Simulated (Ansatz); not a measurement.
## KCd4As3 squeezed and stretched

A database entry relaxed whole under r2SCAN (R-3m):

```
CELL_PARAMETERS angstrom
2.25109 1.29967 12.03346
-2.25109 1.29967 12.03346
0.00000 -2.59934 12.03346
ATOMIC_POSITIONS crystal
K 0.50000 0.50000 0.50000
Cd 0.08916 0.08916 0.08916
Cd 0.91084 0.91084 0.91084
Cd 0.30174 0.30174 0.30174
Cd 0.69826 0.69826 0.69826
As 0.22807 0.22807 0.22807
As 0.77193 0.77193 0.77193
As 0.00000 0.00000 0.00000
```

The cell was scaled uniformly, its shape held, and the atoms relaxed at each volume with plane-wave PAW DFT (Ansatz 0.2.0; r2SCAN, 500 eV, 8×8×8 Γ-centred mesh, fermi-dirac occupations of width 0.100 eV; no spin, no spin-orbit coupling). One row is withheld.

```
volume (Å³/atom)  energy over the lowest (meV/atom)  pressure (GPa)
          24.820                               13.3            2.88
          25.348                                5.7            1.81
          25.876                                1.3            0.85
          26.404                                0.0           -0.01
          26.933                                  ?               ?
          27.461                                5.1           -1.47
          27.989                               11.0           -2.08
```

Question: Fit the pressures of the other rows to the third-order Birch-Murnaghan form.

Answer: With f = [(V₀/V)^(2/3) − 1]/2 and P = 3B₀f(1 + 2f)^(5/2)[1 + 3(B₀′ − 4)f/2], least squares gives V₀ = 26.40 Å³ an atom, B₀ = 40.6 GPa and B₀′ = 4.5; the rows miss the fit by less than 0.01 GPa. The slope of the energies differs from these pressures by less than 0.05 GPa.

Question: What does the withheld row hold?

Answer: The fit gives -0.78 GPa at 26.933 Å³; the run gave -0.78 GPa and 1.3 meV an atom.

Caveats: the shape of the cell was held, so B₀ is an upper bound where the axes differ in stiffness; 0 K, fixed nuclei; the symmetry was kept, and this need not be the phase that is stable at 0 K; one mesh for all volumes; pressure is positive in compression.
